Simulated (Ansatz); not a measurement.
AlAs:
```yaml
crystal:
  lattice:
    - [0.00000, 2.86403, 2.86403]
    - [2.86403, 0.00000, 2.86403]
    - [2.86403, 2.86403, 0.00000]
  atoms:
    - { symbol: Al, position: [0.00000, 0.00000, 0.00000] }
    - { symbol: As, position: [0.25000, 0.25000, 0.25000] }
```

Relaxed with PBE. Special points in fractions of this cell's reciprocal vectors: Γ (0.000, 0.000, 0.000); X (0.500, 0.000, 0.500); U (0.625, 0.250, 0.625); K (0.375, 0.375, 0.750); L (0.500, 0.500, 0.500); W (0.500, 0.250, 0.750).

List the band energies nearest the valence-band maximum at these points for DFT-PBE in the program Ansatz with PAW potentials.

In eV from the valence-band maximum; about four levels below and three above (degenerate sets whole), none deeper than 8.9 eV; points with the same levels are listed once.

```json
[
 {"k": "Γ", "below": "0.00 0.00 0.00", "above": "1.78 4.24 4.24 4.24"},
 {"k": "X", "below": "-5.30 -2.09 -2.09", "above": "1.50 2.30 10.05 10.05"},
 {"k": "U", "below": "-5.06 -3.26 -1.73", "above": "2.26 4.90 8.01"},
 {"k": "L", "below": "-5.40 -0.80 -0.80", "above": "2.02 4.66 4.66"},
 {"k": "W", "below": "-4.98 -3.04 -2.70", "above": "4.32 5.47 5.58"}
]
```

Space group F-43m (zinc blende). The PBE relaxation kept the symmetry of its start. Spin–orbit coupling is left out wherever it is not named.

Potentials: the earlier of the program's two PAW sets.
